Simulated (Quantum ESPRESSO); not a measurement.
## Mo3Ru3HfGa (one composition in several site orders)

Simulated, not a measurement. The program is pw.x of Quantum ESPRESSO 7.5 (plane-wave density functional theory). The cell is made up: eight metal atoms on a face-centred cubic lattice, with elements, volume, strain and displacements drawn at random and not relaxed, so it may be unstable or far from any real phase. PseudoDojo standard norm-conserving files set the functional (PBE unless stated); there is no spin polarisation or spin-orbit coupling, the Fermi-Dirac width of 0.25 eV means electrons at about 2900 K, and the masses in the input are unused placeholders. Heavy elements are run without spin-orbit coupling, which real alloys of them have. A spin test at this wide smearing found no moment, but such smearing suppresses magnetism that the real alloy may have.

The runs put one composition on the sites in different orders. Cell, positions, cutoff, mesh and smearing stay as in the input of run 1; sites are counted in its order. Stress in the tables is positive in tension.

Input of run 1:

```
&control calculation='scf', pseudo_dir='./dojo.nc.sr.pbe.v0_5.standard.upf', outdir='./o', disk_io='minimal', tprnfor=.true., tstress=.true. /
&system ibrav=0, nat=8, ntyp=4, nbnd=75, ecutwfc=84.00895049, nosym=.true., tot_charge=0,
 occupations='smearing', smearing='fd', degauss=0.0183746611
/
&electrons conv_thr=1.470e-08, electron_maxstep=70, mixing_beta=0.5 /
ATOMIC_SPECIES
Ga 1.0 Ga.upf
Hf 1.0 Hf.upf
Mo 1.0 Mo.upf
Ru 1.0 Ru.upf
CELL_PARAMETERS angstrom
0.0196 -2.0644 -2.0396
-0.1081 4.0084 -3.9588
8.1936 -0.1473 0.069
ATOMIC_POSITIONS angstrom
Mo 0.1378 -0.0641 0.0807
Ru 4.116 -0.1596 -0.0159
Mo -0.0606 1.9263 -1.9402
Ru 4.1229 1.9649 -1.9294
Mo 2.0914 0.0467 -1.9631
Ru 6.1168 -0.1128 -1.9745
Hf 1.9425 2.0296 -3.9593
Ga 6.0909 1.8369 -3.7804
K_POINTS automatic
8 4 3 1 1 1
```

| run | elements on sites 1 to 8 | free energy less that of run 1 (eV) | -TS (eV) | pressure (GPa) | stress xx (GPa) | stress yy (GPa) | stress zz (GPa) | stress yz (GPa) | stress xz (GPa) | stress xy (GPa) | iterations |
| --- | --- | --- | --- | --- | --- | --- | --- | --- | --- | --- | --- |
| 1 | Mo Ru Mo Ru Mo Ru Hf Ga | 0.000 | -1.993 | -8.09 | 6.96 | 8.88 | 8.44 | -1.25 | 0.20 | -1.88 | 21 |
| 2 | Mo Ru Ru Hf Mo Ga Mo Ru | -0.707 | -1.886 | -9.63 | 9.33 | 10.11 | 9.46 | -3.59 | -2.32 | -0.04 | 22 |
| 3 | Ru Mo Hf Mo Ru Mo Ga Ru | -0.662 | -1.980 | -9.78 | 9.67 | 9.93 | 9.74 | -2.80 | 2.91 | -3.96 | 21 |
| 4 | Ru Mo Mo Ru Ga Mo Ru Hf | -0.200 | -1.998 | -8.21 | 7.78 | 8.04 | 8.81 | -1.84 | -3.02 | 1.75 | 19 |
| 5 | Ru Ga Mo Hf Mo Mo Ru Ru | -0.331 | -1.890 | -8.98 | 13.39 | 7.63 | 5.92 | 0.82 | 0.09 | -1.27 | 20 |
| 6 | Ru Ru Mo Ga Ru Mo Mo Hf | -0.483 | -1.877 | -9.86 | 11.13 | 9.57 | 8.89 | -0.27 | 0.14 | -1.35 | 22 |

Forces Fx Fy Fz (eV/Å):

```
site             run 1              run 2             run 3              run 4             run 5              run 6
   1  -2.92 0.78 -0.63    -0.74 0.13 0.02  -0.69 0.52 -0.29    0.05 0.26 -0.10  -0.16 0.49 -0.28    0.64 0.52 -0.37
   2   0.51 0.51 -0.14     0.16 0.19 0.22   0.36 0.58 -0.07   -1.03 0.31 -0.10   -0.15 0.16 0.05    -0.51 0.25 0.36
   3  -1.16 -0.42 0.59   -0.03 0.28 -0.01    0.74 0.30 0.22    1.69 -0.31 0.65   0.31 0.75 -0.62    1.96 -0.57 0.98
   4   0.05 -0.28 0.38    0.07 0.46 -0.08   -0.80 0.02 0.11   -1.19 -0.07 0.21  -0.79 0.58 -0.37   -2.01 -0.66 0.68
   5  1.28 -0.03 -0.13   -1.01 -0.67 0.16   0.38 -0.52 0.07  -0.02 -0.13 -0.19  -1.36 -1.08 0.57  -0.51 -0.25 -0.19
   6   0.02 -0.23 0.35    1.09 -0.74 0.92  -0.51 -1.55 1.36    0.12 -1.23 1.10   1.49 -1.05 1.21    0.07 -1.30 1.05
   7   2.68 -0.69 0.21  -0.46 -0.04 -0.31  0.66 -0.06 -0.35    0.14 -0.14 0.02  -0.42 -0.23 0.12   -0.11 0.05 -0.19
   8  -0.45 0.37 -0.63    0.92 0.40 -0.91  -0.14 0.71 -1.05    0.25 1.33 -1.57   1.07 0.37 -0.67    0.47 1.97 -2.30
```

The sites are displaced and not relaxed, so the energy differences mix bonding between neighbours with strain and are not ordering energies. A rerun of one cell of this series at a higher cutoff and on a denser mesh moved values by no more than 0.012 eV in energy, 0.06 GPa in stress and 0.013 eV/Å in force, and a second program with other atomic files agreed on that cell to 2 % rms in force and 0.5 GPa in pressure.